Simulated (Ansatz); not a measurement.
**Two states of BaTiGaF**

```
Ba Ti Ga F
1.0
     4.28537    0.00000    0.00000
     0.00000    4.28537    0.00000
     0.00000    0.00000    9.11502
Ba Ti Ga F
2 2 2 2
Cartesian
  1.0713 1.0713 3.2691
  3.2140 3.2140 5.8459
  1.0713 3.2140 0.0000
  3.2140 1.0713 0.0000
  1.0713 1.0713 7.4275
  3.2140 3.2140 1.6876
  1.0713 3.2140 4.5575
  3.2140 1.0713 4.5575
```

Level: r2SCAN; 500 eV; 6×6×3 Γ-centred mesh; fermi-dirac occupations (width 0.1 eV); Ansatz 0.2.0, fixed geometry.

State A: Ti3 up, Ti4 up (collinear spin). State B: Ti3 up, Ti4 down (collinear spin).

Q: Compare the two self-consistent states.

A: State A is lower by 12.5 meV an atom at zero smearing.

```json
{"state": "A", "free energy (meV/atom)": "0.0", "largest moment in a small sphere (μB)": "0.73", "net moment (μB/cell)": "1.50", "gap on mesh (eV)": "metal", "pressure (GPa)": "6.9", "largest force (eV/Å)": "1.44"}
{"state": "B", "free energy (meV/atom)": "12.0", "largest moment in a small sphere (μB)": "0.92", "net moment (μB/cell)": "0.00", "gap on mesh (eV)": "metal", "pressure (GPa)": "7.1", "largest force (eV/Å)": "1.46"}
```

Origin: a known structure type with other elements, at an estimated volume, so it need not be a known compound.
